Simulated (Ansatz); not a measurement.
BAs:
```xyz
8
Lattice="6.5394 0.0000 0.0000 0.0000 3.4129 0.0000 0.0000 0.0000 5.6828" Properties=species:S:1:pos:R:3 pbc="T T T"
B      1.0532     0.8532     2.2820
B      2.2165     2.5597     5.1234
B      5.4862     2.5597     3.4008
B      4.3229     0.8532     0.5594
As     5.4639     0.8532     2.2253
As     4.3452     2.5597     5.0667
As     1.0755     2.5597     3.4575
As     2.1942     0.8532     0.6161
```

Relaxed with PBE+D3(BJ). Special points in fractions of this cell's reciprocal vectors: Γ (0.000, 0.000, 0.000); X (0.500, 0.000, 0.000); S (0.500, 0.500, 0.000); Y (0.000, 0.500, 0.000); Z (0.000, 0.000, 0.500); U (0.500, 0.000, 0.500); R (0.500, 0.500, 0.500); T (0.000, 0.500, 0.500).

Q: List the band energies nearest the valence-band maximum at these points for plane-wave PAW PBE+D3(BJ) (Ansatz code).

A: In eV from the valence-band maximum; about four levels below and three above (degenerate sets whole), none deeper than 8.9 eV; points with the same levels are listed once.

```
k                    below                above
-  -----------------------  -------------------
Γ   -1.08 -1.01 -0.81 0.00       1.18 1.40 1.58
X  -2.29 -2.29 -0.85 -0.85  1.08 1.08 2.39 2.39
S  -2.98 -2.98 -2.98 -2.98  2.69 2.69 2.69 2.69
Y  -3.98 -3.98 -2.73 -2.73  1.35 1.35 3.27 3.27
Z  -2.45 -2.45 -1.37 -1.37  1.21 1.21 2.11 2.11
U  -1.59 -1.59 -1.48 -1.48  0.44 0.44 2.84 2.84
R  -3.28 -3.28 -3.28 -3.28  2.37 2.37 2.37 2.37
T  -2.41 -2.41 -1.44 -1.44  1.79 1.79 2.87 2.87
```

Space group Pnma. The start of the workflow was typed in or built on a structure type; neither database checked (COD, Materials Project) lists it. It is not the phase usual at ambient conditions (space group No. 216). The cell was relaxed with PBE+D3(BJ) under the symmetry of its start; whether a distortion lowers the energy is not shown. The volume moved by 25 % from the start of the relaxation. Its formation energy is positive at this level, so the cell may be metastable or incomplete. Spin–orbit coupling is left out wherever it is not named.

Potentials: the earlier of the program's two PAW sets.
